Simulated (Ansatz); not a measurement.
**Na: a film clamped to a substrate**

Level of theory: DFT r2SCAN, scalar-relativistic, plane waves, PAW in Ansatz. The runs took a 500 eV cutoff, a Γ-centred 12×12×8 mesh and Gaussian smearing (0.15 eV). No spin polarisation. Energies are free energies at this smearing, counted from the undisturbed cell; pressure is positive in compression.

The undisturbed cell (as given, not relaxed at this level; it stands at 0.0 GPa; this form isn't the usual structure):

```yaml
crystal:
  lattice:
    - [3.76700, 0.00000, 0.00000]
    - [-1.88350, 3.26232, 0.00000]
    - [0.00000, 0.00000, 6.15400]
  atoms:
    - { symbol: Na, position: [0.33333, 0.66667, 0.25000] }
    - { symbol: Na, position: [0.66667, 0.33333, 0.75000] }
```

The cell (2 atoms, V0 = 75.63 Å³) is strained by p along both x and y and by q along z, fractional coordinates fixed. τp = (1/V0) ∂E/∂p = (σxx + σyy)(1 + p)(1 + q) and τq = (1/V0) ∂E/∂q = σzz(1 + p)², with tension positive.

```
     p q  ΔE (meV/atom)  τp (GPa)  τq (GPa)
 0.000   0.000           0.00     -0.04      0.09
-0.025   0.000           3.33     -1.12     -0.08
 0.025   0.000           2.46      0.85      0.25
 0.000  -0.025           0.70     -0.23     -0.33
 0.000   0.025           1.68      0.10      0.47
```

Question: Get the second derivatives of the energy density.

Answer: Central differences give A = ∂τp/∂p = 39 GPa (C11 + C22 + 2 C12), C = ∂τq/∂q = 16.1 GPa (C33) and the cross term B = ∂τq/∂p = 6.6 GPa (C13 + C23); ∂τp/∂q = 6.6 GPa must equal B, and any difference shows higher-order terms. The ions are clamped.

Question: A film of this crystal grows with z along the normal on a substrate that imposes p. How does its thickness respond, and what does the misfit cost?

Answer: Count p and q from the stress-free cell. A free surface needs τq = 0, so q = −(B/C) p = -0.41 p. The energy density left is (A − B²/C) p²/2 = M p², with the biaxial modulus M = 18.3 GPa; a misfit of 1 % costs 0.43 meV/atom, against 0.46 meV/atom if the thickness were held.

At p = 0.050 the energies along q are 9.7 (q = -0.050), 8.5 (q = -0.025), 9.7 (q = 0.000), 13.1 (q = 0.025), 18.3 (q = 0.050) meV/atom.

Question: Does the linear rule hold at this misfit?

Answer: A parabola through the lowest point and its neighbours has its minimum at q = -0.025, 8.5 meV/atom. With the stress left in the starting cell, τp0 and τq0, linear elasticity gives q = −(τq0 + Bp)/C = -0.026 and E = V0(τp0 p + τq0 q + Ap²/2 + Bpq + Cq²/2)/N = 9.8 meV/atom. The energies differ by more than a tenth, so the quadratic law fails here: the gap holds the anharmonic part, with some error from the wide steps. Cubic terms also shift the vertex of so wide a parabola.

In a metal these slopes depend on the k mesh and the smearing.